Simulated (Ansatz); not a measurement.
Y₂MoO₆:
```xyz
36
Lattice="8.1904 5.5160 0.0000 -8.1904 5.5160 0.0000 -1.6904 0.0000 5.0787" Properties=species:S:1:pos:R:3 pbc="T T T"
Y     -1.2678     6.7031     3.8090
Y     -0.4226     4.3290     1.2697
Y     -1.2678     1.4989     3.8090
Y     -0.4226     9.5332     1.2697
Y     -2.9557     6.7980     0.6148
Y      1.2654     4.2341     4.4638
Y      2.1106     6.7980     1.9245
Y     -3.8009     4.2341     3.1541
Mo    -7.2500     3.9645     4.7731
Mo     5.5596     7.0676     0.3056
Mo     4.7144     3.9645     2.8449
Mo    -6.4048     7.0676     2.2338
O      0.5237     5.7213     2.9377
O     -2.2141     5.3108     2.1410
O     -3.0593     5.7213     4.6803
O      1.3689     5.3108     0.3983
O      0.1965     2.9161     2.9637
O     -1.8869     8.1160     2.1150
O     -2.7321     2.9161     4.6543
O      1.0417     8.1160     0.4244
O      1.5117     2.4278     0.6796
O     -3.2021     8.6043     4.3990
O     -2.3569     2.4278     1.8597
O      0.6665     8.6043     3.2189
O     -5.7946     4.9417     4.3892
O      4.1042     6.0904     0.6895
O      3.2591     4.9417     3.2288
O     -4.9494     6.0904     1.8498
O     -8.5475     5.1672     5.0127
O      6.8571     5.8649     0.0660
O      6.0119     5.1672     2.6053
O     -7.7023     5.8649     2.4733
O     -5.7084     7.7641     3.7639
O      4.0181     3.2680     1.3148
O      3.1729     7.7641     3.8541
O     -4.8632     3.2680     1.2246
```

Relaxed with r²SCAN. Special points in fractions of this cell's reciprocal vectors: Γ (0.000, 0.000, 0.000); C (0.376, 0.376, 0.000); C2 (-0.376, 0.624, 0.000); Y2 (-0.500, 0.500, 0.000); M2 (-0.500, 0.500, 0.500); D (-0.254, 0.746, 0.500); D2 (0.254, 0.254, 0.500); A (0.000, 0.000, 0.500); L2 (0.000, 0.500, 0.500); V2 (0.000, 0.500, 0.000).

Task: List the band energies nearest the valence-band maximum at these points for r²SCAN (plane waves, PAW; program Ansatz).

Result: In eV from the valence-band maximum; about four levels below and three above (degenerate sets whole), none deeper than 8.9 eV; points with the same levels are listed once.

| k | below | above |
|---|---|---|
| Γ | -0.75 -0.68 -0.30 0.00 | 2.43 2.51 2.71 |
| C | -0.69 -0.65 -0.32 -0.01 | 2.40 2.49 2.64 |
| Y2 | -0.67 -0.65 -0.32 -0.01 | 2.39 2.49 2.67 |
| M2 | -0.67 -0.67 -0.62 -0.62 | 2.45 2.45 2.67 2.67 |
| D | -0.75 -0.75 -0.64 -0.64 | 2.44 2.44 2.72 2.72 |
| A | -0.71 -0.71 -0.63 -0.63 | 2.44 2.44 2.74 2.74 |
| L2 | -0.75 -0.71 -0.66 -0.63 | 2.41 2.49 2.67 |
| V2 | -0.74 -0.73 -0.31 -0.01 | 2.42 2.49 2.67 |

Space group C2/c. The first step of the workflow began from a Materials Project structure, measured or hypothetical; the Crystallography Open Database files this formula in space group No. 15, but the cells were not matched. Its standing as an ambient phase is unchecked. Symmetry was held in the r²SCAN relaxation; whether a distortion lowers the energy is not shown. No spin polarisation was allowed. No Hubbard U is applied. Scalar-relativistic: spin–orbit coupling is off unless named, which matters more the heavier the elements.

Potentials: the later of the program's two PAW sets.
